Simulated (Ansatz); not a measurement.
An Ansatz input:

```yaml
crystal:
  lattice:
    - [2.8790461683, 0.0, 0.0]
    - [-1.4395230842, 2.4933271204, 0.0]
    - [0.0, 0.0, 9.6861715999]
  atoms:
    - { symbol: Pt, position: [1.0, 1.0, 0.0] }
    - { symbol: Pt, position: [1.0, 1.0, 0.5] }
    - { symbol: Pt, position: [0.3333333333, 0.6666666667, 0.25] }
    - { symbol: Pt, position: [0.6666666667, 0.3333333333, 0.75] }
hamiltonian:
  xc: blyp
  pseudopotentials:
    kind: paw
    azcp:
      Pt: "pseudopotentials/Pt.paw.azcp"
basis:
  ecutwfc: 420
  fft_grid_basis: typed
kpoints:
  mp_grid: { grid: [14, 14, 4], shift: [0, 0, 0] }
magnetization:
  spin_polarized: false
scf:
  occupations: { method: fermi_dirac, width: 0.1 }
  lower_state_search: "off"
output:
  stress: true
```

Terminal output

```
Engine: ansatz 0.2.0, aarch64-unknown-linux-gnu
Pseudopotentials: kind: paw
Pseudopotential: Pt, paw, valence charge 18, recommended cutoff 420 eV (normal) 
Functional definition: BLYP
  parameter beta = 0.0042
  parameter a = 0.04918
  parameter b = 0.132
  parameter c = 0.2533
  parameter d = 0.349
  exchange = b88_x(beta = beta)
  correlation = lyp_c(a = a, b = b, c = c, d = d)
Crystal: 4 atoms, lattice volume = 69.531 Å³
Basis set: ecut = 420 eV, 1365 PW (Γ), exchange–correlation on 40×40×144 points (8 copies of the dense FFT grid, shifted against one another)
Bands: 44, of which v1, the nominal top of the filled ones, is band 36 counted from 1 (35 counted from 0)
Symmetry: 24 space group operations
Space group: P63/mmc (ITA 194), of the structure as read, at distance tolerance 4.1e-5 Å
k-points: 72 of 784
Non-local potential: Pt, projectors of the file, l = 0: 3, l = 1: 2, l = 2: 2, l = 3: 1
PAW form: soft (Blöchl's): semilocal exchange-correlation on the pseudo side does not see the compensation charge
PAW frozen core: Pt, regenerated for the run's functional, and the local potential with it (the file was generated under x = pbe(κ = 0.804, μ = 0.2195149727645171), c = pbe(β = 0.06672455060314922))
PAW one-centre angular grid: Pt, 590 points (default); XC on 64 Gauss nodes
Initial density: superposition of atomic densities (neutral atoms: chi_scale 0, normalization atom), corrected by the library's trained network
Initial wavefunctions: pseudopotential atomic-orbital guess
Functional: x = b88, c = lyp
SCF iter   1: F=—  HF=-50196.201117 eV  |F-HF|=—  |Δ(HF+E_count)|=         —  Δρ=1.01e-2  dr2=7.23e-2  ethr=1.77e-3  ⟨swp⟩=5.7  Hψ=10644  notcnv=0  defer=23
SCF iter   2: F=—  HF=-50196.194892 eV  |F-HF|=—  |Δ(HF+E_count)|=   6.22e-3  Δρ=5.75e-3  dr2=2.26e-2  ethr=1.00e-4  ⟨swp⟩=1.0  Hψ=3747  notcnv=0  defer=22
SCF iter   3: F=—  HF=-50196.192024 eV  |F-HF|=—  |Δ(HF+E_count)|=   2.87e-3  Δρ=1.05e-3  dr2=5.15e-4  ethr=3.15e-5  ⟨swp⟩=2.0  Hψ=4271  notcnv=0  defer=22
SCF iter   4: F=—  HF=-50196.192223 eV  |F-HF|=—  |Δ(HF+E_count)|=   1.99e-4  Δρ=1.75e-4  dr2=1.84e-5  ethr=7.16e-7  ⟨swp⟩=2.6  Hψ=5225  notcnv=0  defer=22
SCF iter   5: F=—  HF=-50196.192234 eV  |F-HF|=—  |Δ(HF+E_count)|=   1.05e-5  Δρ=5.33e-5  dr2=1.89e-6  ethr=2.56e-8  ⟨swp⟩=2.0  Hψ=4388  notcnv=0  defer=22
SCF iter   6: F=-50196.192235 eV  HF=-50196.192235 eV  |F-HF|=4.81e-8  |Δ(HF+E_count)|=   1.29e-6  Δρ=1.36e-5  dr2=9.15e-8  ethr=1.39e-10  ⟨swp⟩=3.0  Hψ=12169  notcnv=0
SCF 1 converged in 6 iterations: F = -50196.192235 eV  dr2 = 9.15e-8
SCF converged after 6 iterations
Free energy (F): -50196.192235 eV
Harris-Foulkes:  -50196.192235 eV  (|F-HF|=4.81e-8)
Internal energy: -50195.931216 eV  (E = F + TS)
E sigma→0 (E₀):  -50196.061726 eV
Entropy (-TS):   -0.261019 eV (-65.255 meV/atom)
Fermi energy:    19.784201 eV
--- Per-component energies (eV) ---
  E_band       = -725.254316
  E_kinetic    = 2542.245034
  E_local      = -6604.763545  (includes V_loc(G=0)·N_el)
  E_nonlocal   = 794.682794
  E_hartree    = 2436.317192
  E_xc         = -1027.701763
  E_vxc        = -1183.914247  (∫ρ·V_xc dr)
  E_paw        = -37934.900604  (= ΣΔE_a)
  E_vpaw       = -1146.140193  (= ΣTr[D̂ρ^β])
  E_aug_tail   = 0.000741  (compensation charges beyond the density's cutoff)
  E_ewald      = -10402.368916
  E_core_change = 0.557851  (= ΣΔE_core)
  E_smearing   = -0.261019  (= −TS)
  E_closure    = 0.000000  (closes the sum)
  Σ components = -50196.192235   (vs F -50196.192235, Δ=0.00e0)
--- Stress (GPa, compression-positive) ---
       -7.053596      -0.000000       0.000000
       -0.000000      -7.053596       0.000000
        0.000000       0.000000      -6.695753
  P = ⅓ Tr σ = -6.9343 GPa (-69.343 kbar)
```
